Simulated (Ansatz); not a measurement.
## Is this Be2ZnTe3 structure a true minimum?

The structure comes from a generated guess, relaxed at this level; another structure or a mixture of phases may lie lower.

Computed with DFT PBE, scalar-relativistic, plane waves, PAW (Ansatz 0.2.0). Cutoff 420 eV; k points 12×12×2 on the computed 12-atom cell (Γ-centred); Gaussian smearing, width 0.02 eV; no spin polarisation.

The cell below (12 atoms, space group P6_3mc (No. 186)) is relaxed within its symmetry.

```yaml
crystal:
  lattice:
    - [4.10987, 0.00000, 0.00000]
    - [-2.05494, 3.55925, 0.00000]
    - [0.00000, 0.00000, 20.42359]
  atoms:
    - { symbol: Be, position: [0.66667, 0.33333, 0.17029] }
    - { symbol: Be, position: [0.66667, 0.33333, 0.82988] }
    - { symbol: Be, position: [0.33333, 0.66667, 0.32988] }
    - { symbol: Be, position: [0.33333, 0.66667, 0.67029] }
    - { symbol: Zn, position: [0.66667, 0.33333, 0.50199] }
    - { symbol: Zn, position: [0.33333, 0.66667, 0.00199] }
    - { symbol: Te, position: [0.66667, 0.33333, 0.29114] }
    - { symbol: Te, position: [0.66667, 0.33333, 0.63180] }
    - { symbol: Te, position: [0.66667, 0.33333, 0.94990] }
    - { symbol: Te, position: [0.33333, 0.66667, 0.13180] }
    - { symbol: Te, position: [0.33333, 0.66667, 0.44990] }
    - { symbol: Te, position: [0.33333, 0.66667, 0.79114] }
```

For the test it was strained at random (σ = 1.5 % a component), the atoms were moved at random (σ = 0.05 Å), and all was relaxed again on a coarse 6×6×1 mesh (in the run’s order of axes) with 0.10 eV smearing, with no symmetry imposed.

Spin–orbit coupling, which can matter for Te, is left out.

Question: What happens?

Answer: It returns, within 1 meV/atom of the unmoved cell on that mesh and with the same symmetry when read at 0.1 Å. So it is stable against the distortions that fit this cell and that this random move excites. Modes that don't fit the cell aren't tested. Another cell of Be2ZnTe3 relaxed alike, in I-4m2, lies 16 meV/atom lower, so this cell isn't the stable form at this level.
